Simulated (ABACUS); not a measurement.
Set-up for a self-consistent single point of CdS (F-43m, 8 atoms in the cell; from Materials Project mp-2469, changed as shown).

```
CELL_PARAMETERS angstrom
      5.76819     0.00000     0.00000
      0.00000     5.76819     0.00000
      0.00000     0.00000     5.76819
ATOMIC_POSITIONS crystal
  Cd 0.00000 0.00000 0.00000
  Cd 0.00000 0.50000 0.50000
  Cd 0.50000 0.00000 0.50000
  Cd 0.50000 0.50000 0.00000
  S  0.25000 0.25000 0.75000
  S  0.25000 0.75000 0.25000
  S  0.75000 0.25000 0.25000
  S  0.75000 0.75000 0.75000
```

All values come from this method and carry its errors: LDA (PW92), numerical atomic orbitals SZP (confined pseudo-atomic orbitals with Gaussian additions; energy shift 0.01 Ry), PseudoDojo 0.4 standard norm-conserving LDA (tails mended) pseudopotentials in ABACUS.

ABACUS settings:

basis: SZP numerical atomic orbitals, energy shift 0.01 Ry
KPT: Gamma 6 6 6 0 0 0
basis_type: lcao
dft_functional: PWLDA
ecutwfc: 100 Ry
smearing_method: fd
smearing_sigma: 0.00367493 Ry
potentials: PseudoDojo 0.4 standard norm-conserving LDA (tails mended)
symmetry: 1
symmetry_prec: 1e-05
ks_solver: genelpa
scf_nmax: 100
scf_thr: 1.0e-06
mixing_type: broyden

### Question
Estimate, at this level of theory: gap on the k-point mesh and pressure.

### Answer
The run gave:

- Gap on the k-point mesh = 1.26 eV
- Pressure = 1.44 GPa

Gaps are taken between levels on the mesh.

For comparison: a first run was changed to give this one (lattice scaled by 0.98), and from it to this one the free energy falls by 7.2 meV/atom, the pressure goes from -2.79 to 1.44 GPa and the gap on the mesh goes from 1.055 to 1.261 eV.

The atom-centred basis is finite, which shifts total energies, pressures and gaps against plane waves. A single-zeta basis is rough, for pressures and forces above all. The structure comes from a collection of computed structures, made at another level of theory; the collection holds predicted forms beside known ones.

Cost on one core: about 10 core-seconds (a rough figure).

The atomic orbitals were generated for these runs; they are not ABACUS's published sets and were checked against plane waves on a few crystals only.

“Tails mended”: in these copies of the files the far tail of each local potential was reset to the Coulomb form.
